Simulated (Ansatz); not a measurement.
V (bcc (W type)), relaxed with PBE (Ansatz, a program for electronic structure, plane waves, PAW): a = b = c = 2.997 Å, α = β = γ = 90.00°.

| Item | Value |
|---|---|
| B₀ by P(V) fit (GPa) | 182 |

### Question
The same phase is relaxed and computed with PBEsol in the same code. What are the cell and these values now?

### Answer
a = 2.958 Å, b = 2.958 Å, c = 2.958 Å, α = 90.00°, β = 90.00°, γ = 90.00°.

* **B₀ by P(V) fit (GPa)**: 197

Began spin-polarised and lost the moments: V, bcc (W type) with PBE; V, bcc (W type) with PBEsol. All cells were relaxed under the symmetry of their starts (and spin orders); stability against distortions was not tested throughout.

Potentials: the earlier of the program's two PAW sets.

Ansatz is a plane-wave DFT program.
